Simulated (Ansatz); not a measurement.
BaTaS3: computed property card

BaTaS$_{3}$:
```yaml
crystal:
  lattice:
    - [6.92520, 0.00000, 0.00000]
    - [-3.46260, 5.99740, 0.00000]
    - [0.00000, 0.00000, 5.70128]
  atoms:
    - { symbol: Ba, position: [0.33333, 0.66667, 0.75000] }
    - { symbol: Ba, position: [0.66667, 0.33333, 0.25000] }
    - { symbol: S, position: [0.16948, 0.33897, 0.25000] }
    - { symbol: S, position: [0.83052, 0.16948, 0.75000] }
    - { symbol: S, position: [0.66103, 0.83052, 0.25000] }
    - { symbol: S, position: [0.83052, 0.66103, 0.75000] }
    - { symbol: S, position: [0.16948, 0.83052, 0.25000] }
    - { symbol: S, position: [0.33897, 0.16948, 0.75000] }
    - { symbol: Ta, position: [0.00000, 0.00000, 0.00000] }
    - { symbol: Ta, position: [0.00000, 0.00000, 0.50000] }
```

Space group P6_3/mmc (No. 194); conventional cell a = b = 6.925 Å, c = 5.701 Å, α = β = 90.00°, γ = 120.00°.

Method: plane-wave PAW r²SCAN (Ansatz code). Structure relaxed to zero pressure with the same functional. Other levels are named where they apply.

Cell and energy:

| Item | Result |
|---|---|
| Volume per atom | 23.68 Å³ |
| Density | 5.81 g/cm³ |
| Formation energy from the elements (no fitted shifts) | -1.75 eV/atom |

Electronic structure:

| Quantity | Value |
|---|---|
| Electronic character | metallic (no gap) |
| Density of states at the Fermi level | 0.23 states/eV per atom (mean over ±0.08 eV) |
| Gap with spin–orbit coupling | none (metallic) |

Mechanics:

| Property | Result |
|---|---|
| Bulk modulus (Birch–Murnaghan fit) | 52.4 GPa |
| Pressure derivative B′ | 5.4 |

Charges:

| Property | Value |
|---|---|
| Bader charges | Ba +1.57, S -1.17, Ta +1.93 e |

The workflow started from an entry of the Crystallography Open Database (COD). Its standing as an ambient phase is unchecked. Symmetry was held in the r²SCAN relaxation; whether a distortion lowers the energy is not shown. No spin polarisation was allowed. The references are the lowest solids computed at this level, not always the standard phases. Spin–orbit coupling is left out wherever it is not named.

Potentials: the later of the program's two PAW sets.
